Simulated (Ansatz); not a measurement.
### Question
Each is relaxed and computed with PBEsol (plane waves, PAW; program Ansatz). Which is the only metal?
A. B4C, R-3m (B on 18h, B on 18h, C on 6c, C on 3b)
B. WC, P-6m2 (W on 1a, C on 1f)
C. SnC, wurtzite
D. SiGeC2, P-4m2 (Si on 1a, C on 2g, Ge on 1c)

### Answer
B, WC, P-6m2 (W on 1a, C on 1f). WC: metal; SnC: gap 0.96 eV (direct); B4C: gap 1.46 eV (indirect); SiGeC2: gap 1.38 eV (indirect). Typed or built starts, not in the databases checked: SnC, wurtzite; SiGeC2, P-4m2 (Si on 1a, C on 2g, Ge on 1c). Standing as an ambient phase not checked: B4C, R-3m (B on 18h, B on 18h, C on 6c, C on 3b). All cells were relaxed under the symmetry of their starts (and spin orders); stability against distortions was not tested throughout. Named crystals with no word on spin ran without spin polarisation. Spin–orbit coupling is left out wherever it is not named.

Potentials: the earlier of the program's two PAW sets. The files were generated under PBE; for other functionals the program regenerates the frozen cores, and for LDA and PBEsol the local potential too.
